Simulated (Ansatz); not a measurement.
A relaxed structure of CdO. Space group Fm-3m (No. 225), rock salt type. Level of theory: PBEsol (plane waves to 420 eV, PAW, scalar-relativistic; Ansatz, a first-principles code).

```cif
data_CdO
_chemical_formula_sum 'Cd1 O1'
_space_group_name_H-M_alt 'P 1'
_space_group_IT_number 1
_cell_length_a 3.31704
_cell_length_b 3.31704
_cell_length_c 3.31704
_cell_angle_alpha 60.000
_cell_angle_beta 60.000
_cell_angle_gamma 60.000
loop_
_space_group_symop_operation_xyz
  'x, y, z'
loop_
_atom_site_label
_atom_site_type_symbol
_atom_site_fract_x
_atom_site_fract_y
_atom_site_fract_z
_atom_site_occupancy
Cd1 Cd 0.50000 0.50000 0.50000 1
O1 O 0.00000 0.00000 0.00000 1
```

```yaml
volume_per_atom: 12.90 Å³
band_gap: zero (metallic)
shortest_distances: Cd–O 2.35 Å; Cd–Cd 3.32 Å; O–O 3.32 Å
k-mesh: 12×12×12
```

No spin polarisation in the result.

Measured for CdO: a 4.696 Å (as listed in Priya Gopal et al., Physical Review B (2015)); gap 0.84 eV (0 K or low temperature; as listed in E. Menéndez-Proupin et al., Physical Review B (2004)). Computed minus measured — a: PBEsol -0.1 %; gap: PBEsol -0.84 eV. The computed values are for a static lattice, and a measured gap can be an optical one, lowered by exciton binding.

It was reached from a disturbed copy of a P4₂/mmc (No. 131) cell, against which it lies -0.23 eV/atom.
